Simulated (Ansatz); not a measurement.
SnO₂:
Space group P4₂/mnm (No. 136); a = 4.827 Å, b = 4.827 Å, c = 3.238 Å, α = 90.00°, β = 90.00°, γ = 90.00°

```tsv
atom	site	symmetry	x	y	z
Sn	2a	m.mm	0.0000	0.0000	0.0000
O	4f	m.2m	0.3066	0.3066	0.0000
```

Relaxed with PBE.

Give the optical modes at the zone centre with their infrared and Raman activity from DFPT, the program Ansatz at the PBE level (PAW).

Transverse frequencies, without the LO–TO term; a row sums one degenerate level.

```tsv
ω (cm⁻¹)	degeneracy	IR ((D/Å)²/amu)	Raman (Å⁴/amu)	activity	symmetry
110	1	0.00	0.21	Raman	B1g
141	1	0.00	0	silent	B1u
220	2	20.23	0	IR	Eu
260	2	5.98	0	IR	Eu
340	1	0.00	0	silent	A2g
430	1	38.27	0	IR	A2u
437	2	0.00	0.53	Raman	Eg
526	1	0.00	0	silent	B1u
548	2	44.76	0	IR	Eu
583	1	0.00	140	Raman	A1g
706	1	0.00	29	Raman	B2g
```

How high does the top mode go among those that the LO–TO term moves?

681 cm⁻¹ for q along x, 681 cm⁻¹ for q along y, 632 cm⁻¹ for q along z.

Space group P4_2/mnm (rutile). The PBE relaxation kept the symmetry of its start; phonons on a q-mesh show no instability. Scalar-relativistic: spin–orbit coupling is off unless named, which matters more the heavier the elements.

Potentials: the later of the program's two PAW sets.
